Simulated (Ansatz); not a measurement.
**How Zn (P6_3/mmc) stiffens under pressure**

```xyz
2
Lattice="2.6354 0.0000 0.0000 -1.3177 2.2823 0.0000 0.0000 0.0000 4.6650" Properties=species:S:1:pos:R:3 pbc="T T T"
Zn    0.0000    1.5216    1.1662
Zn    1.3177    0.7608    3.4987
```

This is the zero-pressure cell. At each pressure cell and atoms are relaxed in this structure, and the constants are slopes of the stress at strains of ±0.005 with relaxed ions (the coefficients that govern stability under load). Level: PBEsol, PAW on Ansatz 0.2.0's default frozen-core files (fitted under PBE), scalar-relativistic; k mesh 20×20×10, strains of ±0.005, Fermi-Dirac smearing of 0.100 eV, cutoff 420 eV. P is the pressure of the relaxed cell, less that of this one.

```
P (GPa)    V/V₀  C11 (GPa)  C12 (GPa)  C13 (GPa)  C33 (GPa)  C44 (GPa)
   0.00  1.0000      186.6       50.9       66.3       94.6       43.4
   1.02  0.9888      197.9       53.6       68.1      108.8       45.2
   2.00  0.9785      207.6       55.8       70.3      122.0       46.3
   3.99  0.9600      227.4       60.6       76.1      142.0       49.9
   6.99  0.9357      255.6       68.2       85.3      167.5       55.8
  10.00       ?          ?          ?          ?          ?          ?
  15.00  0.8848      320.7       91.3      109.8      226.0       71.4
```

Task: Does the bulk modulus from the constants agree with the pressure-volume curve?

Result: A third-order Birch-Murnaghan fit to the volumes shown (F against f, f = [(V₀/V)^(2/3) − 1]/2) gives B₀ = 87.1 GPa and B′ = 5.6. Its −V dP/dV stands beside the Reuss value 1/ΣS_ij (i, j ≤ 3):

| P (GPa) | from P(V) | from the constants |
| --- | --- | --- |
| 0.00 | 87.1 | 84.7 |
| 1.02 | 92.7 | 92.0 |
| 2.00 | 98.2 | 98.4 |
| 3.99 | 108.8 | 109.6 |
| 6.99 | 124.4 | 124.9 |
| 15.00 | 164.7 | 162.4 |

Task: What are the pressure derivatives at zero pressure?

Result: Slopes at V₀ of quadratic fits in −ln(V/V₀) through the first four rows shown, divided by B₀: dC11/dP = 10.9, dC12/dP = 2.5, dC13/dP = 1.4, dC33/dP = 15.5, dC44/dP = 1.4. The mean slopes up to 2.0 GPa are 10.5, 2.4, 2.0, 13.7, 1.5; curvature and scatter of the constants part the two.

Task: Fill the row at 10.00 GPa.

Result: Cubic fits in −ln(V/V₀) through all rows shown give C11 = 281.6, C12 = 76.4, C13 = 95.0, C33 = 189.8, C44 = 61.7 GPa. Computed: V/V₀ = 0.9146, C11 (GPa) = 281.7, C12 (GPa) = 76.5, C13 (GPa) = 94.4, C33 (GPa) = 190.9, C44 (GPa) = 61.9.

Task: Does a shear stiffness soften?

Result: C44 goes from 43.4 to 71.4 GPa; (C11 − C12)/2 goes from 67.8 to 114.7 GPa. Neither ends more than 3 % under its start, and the lattice stays mechanically stable over this range.

Limits of these numbers: no other phase was computed; many crystals of this kind change structure within this range, and rows or crossings beyond such a change describe a metastable lattice; frozen-core PAW files fitted under PBE, their cores solved anew for the functional of the run; responses of metals move with mesh and smearing; elastic stability says nothing of phonons or of other phases; phonons weren't checked at these pressures.
